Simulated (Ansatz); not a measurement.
# Does this entry for Li8HfO6 lie near equilibrium?

The cell is a Materials Project structure (computed, not necessarily an observed phase), taken as it stands.

Space group P6_3cm (No. 185); a = 5.7235, c = 10.9114 Å, γ = 120.00°.

```
site  Wyckoff  site symmetry       x       y       z
 Li1       6c            ..m  0.6779  0.6779  0.2685
 Li2       6c            ..m  0.5907  0.5907  0.6273
 Li5       4b            3..  0.6667  0.3333  0.9073
  Hf       2a            3.m  0.0000  0.0000  0.4956
 O19       6c            ..m  0.6706  0.6706  0.4485
 O21       4b            3..  0.6667  0.3333  0.7129
 O22       2a            3.m  0.0000  0.0000  0.6766
```

One atom of each set is listed.

Method: Kohn–Sham DFT in Ansatz, PBE, plane waves and PAW, scalar-relativistic, 420 eV cutoff, Γ-centred 5×5×2 k-points, Fermi–Dirac smearing 0.02 eV.

Task: Do the atoms and the cell lie near the calculated equilibrium?

Result: Yes. The largest force is 0.091 eV/Å, on atom 22 (O: 1 Hf at 1.98 Å, 6 Li at 2.10–2.40 Å), and the pressure is -0.6 GPa.
